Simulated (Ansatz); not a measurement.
TiSi2 (C49 type, space group Cmcm)

```xyz
6
Lattice="1.7730 -6.7825 0.0000 1.7730 6.7825 0.0000 0.0000 0.0000 3.5797" Properties=species:S:1:pos:R:3 pbc="T T T"
Si     1.7730    -5.9800     2.6848
Si     1.7730     5.9800     0.8949
Si     1.7730     3.3875     2.6848
Si     1.7730    -3.3875     0.8949
Ti     1.7730    -1.3999     2.6848
Ti     1.7730     1.3999     0.8949
```

E(V) scan at fixed shape, V₀ the volume above. The atoms relax within the cell's symmetry.

The numbers are results of PBE (plane waves to 420 eV, PAW, scalar-relativistic; Ansatz, a program for electronic structure), not measurements. k mesh 14×14×13 (Γ-centred), Fermi-Dirac smearing 0.05 eV. The energy includes the smearing's −TS. With the shape held, the modulus is that of even scaling; a crystal free to change shape is softer. The PAW data are Ansatz's earlier set. This is one of several known forms of TiSi2; the measured ambient cells at hand have space group No. 70. TiSi2 is run without spin polarisation. TiSi2 was relaxed with its symmetry unable to fall. ΔE is measured from the relaxed starting cell. The last digit holds for this mesh only.

| V (Å³/atom) | ΔE (meV/atom) |
|---|---|
| 12.053 | 206.8 |
| 12.512 | 124.2 |
| 12.971 | 65.6 |
| 13.431 | 27.5 |
| 13.890 | 6.5 |
| 14.349 | 0.0 |
| 14.808 | 5.8 |
| 15.267 | 21.9 |
| 15.726 | 46.8 |
| 16.185 | 79.0 |
| 16.645 | 117.3 |

### Question
What is the fitted pressure derivative B₀′?

### Answer
4.3.

### Question
What bulk modulus at fixed cell shape B₀ follows from a third-order Birch-Murnaghan fit?

### Answer
133 GPa. Check by three points about V = 14.349 Å³/atom, step 0.918: d²E/dV² ≈ (27 − 2·0 + 22) meV / 0.918² = 0.0581 eV/Å⁶, and V·d²E/dV² × 160.2 = 134 GPa.

(A scan under strain: stresses follow from slopes of the energy per volume, elastic moduli from its curvatures.)
